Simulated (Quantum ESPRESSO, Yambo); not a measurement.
## Levels of theory for the gap of WZnO$_{4}$

WZnO4 (space group P2/c, No. 13): one geometry, one set of PBEsol (Quantum ESPRESSO, PseudoDojo norm-conserving, 84 Ry, scalar-relativistic) orbitals, self-energies from Yambo (4×2×2 Γ-centred k mesh, bands 11 to 225 and a 7 Ry block in the screening, 225 bands in G with the Bruneval-Gonze terminator, plasmon pole fitted at 27.2 eV).

The geometry is that of Materials Project entry mp-18918, symmetrised and not relaxed again.

| level | gap (0, -0.5, 0) → (0, -0.5, 0) (eV) | rough Yambo cost |
|---|---|---|
| PBEsol (Quantum ESPRESSO) | 2.89 | – |
| exchange only (Hartree-Fock self-energy on PBEsol orbitals) | 13.59 | about 1/20 (14 states) |
| static COHSEX@PBEsol | 5.00 | within a factor of two (2 states) |
| G0W0@PBEsol, plasmon pole | 4.60 | 1 (14 states) |

Bare exchange has no screening and gives the widest gap; static COHSEX screens it but leaves out the frequency dependence, which G0W0 restores.

Costs are rough ratios of core time on shared machines.

Nearest settings tried, and what they do to the gap: 108 bands in G: +56 meV; 124 bands in W: +150 meV; 6 Ry block (231 vectors against 281): +7 meV; 2×2×2 mesh: -6 meV. So the settings aren't converged at that level. Oxides, nitrides and fluorides with a shallow 3d shell are known to need far more bands and larger blocks.

Without spin-orbit coupling, band edges of such heavy elements can be off by tenths of an eV.
